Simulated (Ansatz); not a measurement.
The following input was run with Ansatz 0.2.0.

```yaml
crystal:
  lattice:
    - [0.0, 1.743802157, 1.743802157]
    - [1.743802157, 0.0, 1.743802157]
    - [1.743802157, 1.743802157, 0.0]
  atoms:
    - { symbol: C, position: [0.0, 0.0, 0.0] }
    - { symbol: C, position: [0.25, 0.25, 0.25] }
basis:
  ecutwfc: 500
kpoints:
  mp_grid: { grid: [12, 12, 12] }
hamiltonian:
  xc: r2scan
scf:
  occupations: { method: gaussian, width: 0.02 }
output:
  forces: true
  stress: true
  eigenvalues: true
  write_density: true
  write_potential: true
  elf: true
  volumetric_format: npy
```

Launched with
```bash
ansatz run input.yaml --threads 1 --pin off --max-ram 2560MiB --backend cpu --events-out ev --progress --plain --runs-dir out
```

Theory: Ansatz 0.2.0, DFT r2SCAN, scalar-relativistic, plane waves, PAW.

From the run's log, abridged (iterations and final results):

```
SCF iter   1: F=—  HF=-502.986918 eV  |F-HF|=—  |Δ(HF+E_count)|=         —  Δρ=9.46e-3  dr2=2.90e-3  dr2_τ=4.63e-1  ethr=1.77e-3  ⟨swp⟩=5.6  Hψ=4109  notcnv=0
SCF iter   2: F=—  HF=-503.048590 eV  |F-HF|=—  |Δ(HF+E_count)|=   6.17e-2  Δρ=5.91e-3  dr2=1.05e-3  dr2_τ=7.03e-5  ethr=3.62e-5  ⟨swp⟩=2.8  Hψ=1863  notcnv=0
SCF iter   3: F=—  HF=-503.048636 eV  |F-HF|=—  |Δ(HF+E_count)|=   4.52e-5  Δρ=1.38e-3  dr2=6.03e-5  dr2_τ=1.30e-5  ethr=1.31e-5  ⟨swp⟩=3.0  Hψ=1115  notcnv=0
SCF iter   4: F=—  HF=-503.048653 eV  |F-HF|=—  |Δ(HF+E_count)|=   1.70e-5  Δρ=2.03e-4  dr2=1.22e-6  dr2_τ=1.01e-7  ethr=7.54e-7  ⟨swp⟩=1.9  Hψ=799  notcnv=0
SCF iter   5: F=-503.048654 eV  HF=-503.048654 eV  |F-HF|=2.45e-8  |Δ(HF+E_count)|=   1.07e-6  Δρ=3.78e-5  dr2=4.50e-8  dr2_τ=5.65e-9  ethr=1.53e-8  ⟨swp⟩=2.0  Hψ=863  notcnv=0
SCF iter   6: F=-503.048654 eV  HF=-503.048654 eV  |F-HF|=3.05e-11  |Δ(HF+E_count)|=   2.77e-8  Δρ=1.04e-6  dr2=2.71e-11  dr2_τ=5.70e-12  ethr=5.62e-10  ⟨swp⟩=5.1  Hψ=2794  notcnv=0
SCF 1 converged in 6 iterations: F = -503.048654 eV  dr2 = 2.71e-11
SCF converged after 6 iterations
Free energy (F): -503.048654 eV
Harris-Foulkes:  -503.048654 eV  (|F-HF|=3.05e-11)
Internal energy: -503.048654 eV  (E = F + TS)
E sigma→0 (E₀):  -503.048654 eV
Fermi energy:    16.806399 eV
--- Per-component energies (eV) ---
  E_band       = 36.761765
  E_kinetic    = 189.013006
  E_local      = -116.385236  (includes V_loc(G=0)·N_el)
  E_nonlocal   = 53.419902
  E_hartree    = 25.796942
  E_xc         = -97.127406
  E_vxc        = -134.288835  (∫ρ·V_xc dr)
  E_paw        = -201.859522  (= ΣΔE_a)
  E_vpaw       = -13.669199  (= ΣTr[D̂ρ^β])
  E_aug_tail   = 0.000009  (compensation charges beyond the density's cutoff)
  E_vtau       = 7.078258  (kinetic-family band-sum trace: ∫τ·v_τ [+ j·A + Jᵃ·Aᵃ] dr)
  E_ewald      = -355.856801
  E_core_change = -0.049547  (= ΣΔE_core)
  E_smearing   =  0.000000  (= −TS)
--- Forces (eV/Å), atoms counted from 1 ---
  atom   1  C      0.00000000     0.00000000     0.00000000
  atom   2  C      0.00000000     0.00000000     0.00000000
--- Stress (GPa, compression-positive) ---
       31.215583       0.000000       0.000000
        0.000000      31.215583       0.000000
        0.000000       0.000000      31.215583
  P = ⅓ Tr σ = 31.2156 GPa (312.156 kbar)
--- Band table (eV; the first three rows and the last of 72) ---
  k-point 0: bands = ["-9.0857", "14.5380", "14.5380", "14.5380", "20.6093", "20.6093", "20.6093", "29.9514"]
  k-point 1: bands = ["-8.8756", "13.1565", "14.1690", "14.1690", "21.0934", "21.0934", "21.4555", "30.1040"]
  k-point 2: bands = ["-8.2479", "10.3412", "13.3748", "13.3748", "22.1346", "22.1346", "22.7603", "30.5332"]
  k-point 71: bands = ["1.3527", "1.3527", "5.2270", "5.2270", "26.1317", "26.1317", "28.3712", "28.3712"]
```

The calculation finished and met its thresholds.

The run took 2.6 s on 1 thread of Intel(R) Xeon(R) Platinum 8259CL CPU @ 2.50GHz (Skylake/Cascade Lake), on a shared host, peak memory 0.34 GiB.